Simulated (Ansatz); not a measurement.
SnPt$_{3}$:
```
CELL_PARAMETERS angstrom
      4.00623     0.00000     0.00000
      0.00000     4.00623     0.00000
      0.00000     0.00000     4.00623
ATOMIC_POSITIONS crystal
  Sn 0.00000 0.00000 0.00000
  Pt 0.50000 0.50000 0.00000
  Pt 0.00000 0.50000 0.50000
  Pt 0.50000 0.00000 0.50000
```

Relaxed with PBEsol. Special points in fractions of this cell's reciprocal vectors: Γ (0.000, 0.000, 0.000); X (0.000, 0.500, 0.000); M (0.500, 0.500, 0.000); R (0.500, 0.500, 0.500).

### Question
List the band energies nearest the Fermi level at these points for the program Ansatz at the PBEsol level (PAW).

### Answer
In eV from the Fermi level; about four levels below and three above (degenerate sets whole), none deeper than 8.9 eV; points with the same levels are listed once.

```json
[
 {"k": "Γ", "below": "-1.28 -1.28 -1.28 -1.23 -1.23 -0.39", "above": "0.14 0.14 0.14"},
 {"k": "X", "below": "-2.48 -2.48 -2.35 -1.12", "above": "0.15 1.82 3.91 3.91"},
 {"k": "M", "below": "-2.61 -2.07 -1.90 -1.55", "above": "0.92 0.92 5.08"},
 {"k": "R", "below": "-0.79 -0.31 -0.31 -0.31", "above": "0.92 3.62 3.62 3.62"}
]
```

Space group Pm-3m (Cu3Au type). The workflow started from a Materials Project entry (that database holds measured and hypothetical structures alike); the Crystallography Open Database files this formula in space group No. 221, but the cells were not matched. Its standing as an ambient phase is unchecked. The PBEsol relaxation kept the symmetry of its start; of distortions, only those at the zone centre were tested. No spin polarisation was allowed. Spin–orbit coupling is left out wherever it is not named.

Potentials: the later of the program's two PAW sets.
